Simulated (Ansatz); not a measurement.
AlN, first-principles data

AlN (rock salt, Fm-3m), a = 4.010 Å, b = 4.010 Å, c = 4.010 Å, α = 90.00°, β = 90.00°, γ = 90.00°; the cell used has 2 atoms.

Space group Fm-3m (No. 225), rock salt; conventional cell a = b = c = 4.0102 Å, α = β = γ = 90.00°.

Method: DFT-LDA in the program Ansatz with PAW potentials. Structure relaxed to zero pressure with the same functional. Other levels are named where they apply.

**Cell and energy**

* **Volume per atom**: 8.06 Å³
* **Density**: 4.22 g/cm³
* **Formation energy from the elements (no fitted shifts)**: -1.57 eV/atom

**Electronic structure**

- Band gap = 4.71 eV (indirect)
- Valence-band maximum = at Γ
- Conduction-band minimum = at X (3 equivalent valleys)
- Smallest direct gap on the standard path = 6.11 eV
- Electron effective mass = 0.34, 0.34, 0.59 mₑ (principal values)
- Hole effective mass, band 1 of 3 at the edge = 0.90 along [100], 5.7 along [110], 2.1 along [111] (mₑ)
- Hole effective mass, band 2 of 3 at the edge = 0.90 along [100], 0.90 along [110], 2.1 along [111] (mₑ)
- Hole effective mass, band 3 of 3 at the edge = 0.35 along [100], 0.27 along [110], 0.25 along [111] (mₑ)

**Mechanics**

- Bulk modulus (Birch–Murnaghan fit): 276 GPa
- Pressure derivative B′: 3.9
- Elastic constants (relaxed ions, GPa): C11 = 481, C12 = 175, C44 = 326
- Mechanical stability: stable (all eigenvalues of C positive)
- Hill bulk and shear moduli: 277 and 241 GPa
- Young's modulus: 560 GPa
- Poisson's ratio: 0.16
- Debye temperature from the elastic constants: 1230 K

**Dielectric response**

- Electronic dielectric constant ε∞ (DFPT) = 5.04
- Static dielectric constant ε0 (ions relaxed, cell fixed) = 17.7
- Born charges (a third of the trace) = Al +2.95, N -2.95 e

**Phonons**

- Highest zone-centre frequency (without LO–TO term): 59.3 meV
- Zone-centre stability: no imaginary mode at Γ
- Dynamical stability on the path: stable (no imaginary branch)
- Zero-point energy: 92.9 meV/atom
- Vibrational entropy at 300 K: 10.1 J/(K·mol of atoms)

This is a known high-pressure phase of the composition, computed here at zero pressure and temperature. The cell was relaxed with LDA under the symmetry of its start. The volume moved by -39 % from the start of the relaxation. The references are the lowest solids computed at this level, not always the standard phases (solids in place of the gases).

Potentials: the earlier of the program's two PAW sets. The files were generated under PBE; for other functionals the program regenerates the frozen cores, and for LDA and PBEsol the local potential too.
